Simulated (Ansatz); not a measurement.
MoW:
```cif
data_MoW
_chemical_formula_sum 'Mo1 W1'
_space_group_name_H-M_alt 'P 1'
_space_group_IT_number 1
_cell_length_a 3.14198
_cell_length_b 3.14198
_cell_length_c 3.14198
_cell_angle_alpha 90.000
_cell_angle_beta 90.000
_cell_angle_gamma 90.000
loop_
_space_group_symop_operation_xyz
  'x, y, z'
loop_
_atom_site_label
_atom_site_type_symbol
_atom_site_fract_x
_atom_site_fract_y
_atom_site_fract_z
_atom_site_occupancy
Mo1 Mo 0.00000 0.00000 0.00000 1
W1 W 0.50000 0.50000 0.50000 1
```

Relaxed with PBEsol.

### Question
Which orbitals make up the states near the Fermi level in the program Ansatz at the PBEsol level (PAW)?

### Answer
Within 0.5 eV of the Fermi level: Mo 4d 48 %, W 5d 39 %, outside the projected shells 7 %. Projections are on Löwdin-orthogonalised atomic valence shells; empty p or d shells of many metals are not among them.

### Question
Tabulate the density of states.

### Answer
States/eV per cell of 2 atoms, in 0.25 eV bins, energy from the Fermi level.

```csv
E (eV),total,Mo 4d,W 5d,W 6s
-7.85,0.10,0.00,0.00,0.05
-7.60,0.13,0.00,0.00,0.06
-7.35,0.15,0.00,0.00,0.07
-7.10,0.18,0.00,0.00,0.08
-6.85,0.21,0.01,0.01,0.10
-6.60,0.25,0.01,0.01,0.11
-6.35,0.31,0.02,0.02,0.13
-6.10,0.53,0.11,0.08,0.18
-5.85,1.09,0.35,0.23,0.31
-5.60,1.38,0.48,0.38,0.33
-5.35,1.66,0.60,0.55,0.32
-5.10,1.91,0.72,0.68,0.33
-4.85,1.78,0.79,0.71,0.14
-4.60,2.15,0.99,0.92,0.08
-4.35,2.25,0.99,1.00,0.05
-4.10,2.10,0.87,0.92,0.03
-3.85,1.06,0.44,0.53,0.02
-3.60,1.40,0.68,0.66,0.01
-3.35,3.63,1.88,1.66,0.01
-3.10,3.74,1.85,1.77,0.02
-2.85,2.34,1.13,1.11,0.02
-2.60,2.05,1.02,0.92,0.03
-2.35,1.92,0.91,0.85,0.05
-2.10,2.80,1.25,1.21,0.11
-1.85,3.94,1.77,1.63,0.17
-1.60,2.61,1.20,1.06,0.11
-1.35,1.62,0.73,0.63,0.08
-1.10,1.04,0.45,0.38,0.06
-0.85,0.96,0.43,0.35,0.05
-0.60,0.82,0.38,0.28,0.04
-0.35,0.91,0.46,0.30,0.03
-0.10,1.07,0.58,0.35,0.02
0.15,0.91,0.41,0.37,0.02
0.40,1.36,0.57,0.65,0.02
0.65,1.81,0.72,0.95,0.02
0.90,1.86,0.81,0.95,0.02
1.15,2.06,0.94,1.05,0.02
1.40,2.32,1.10,1.16,0.01
1.65,2.38,1.14,1.16,0.01
1.90,2.76,1.35,1.34,0.01
2.15,2.39,1.20,1.13,0.01
2.40,3.84,2.37,1.38,0.01
2.65,3.29,1.82,1.26,0.02
2.90,1.88,0.75,0.94,0.04
3.15,2.96,0.69,2.02,0.08
3.40,1.91,0.58,1.03,0.07
3.65,1.36,0.45,0.67,0.08
3.90,1.26,0.40,0.59,0.10
4.15,1.12,0.37,0.49,0.09
4.40,1.03,0.35,0.44,0.09
4.65,1.00,0.34,0.41,0.08
```

Space group Pm-3m (CsCl type). The start of the workflow was typed in or built on a structure type; neither database checked (COD, Materials Project) lists it. Its standing as an ambient phase is unchecked. The PBEsol relaxation kept the symmetry of its start; its stability against distortions is not shown here. No spin polarisation was allowed. Spin–orbit coupling is left out wherever it is not named.

Potentials: the earlier of the program's two PAW sets. The files were generated under PBE; for other functionals the program regenerates the frozen cores, and for LDA and PBEsol the local potential too.
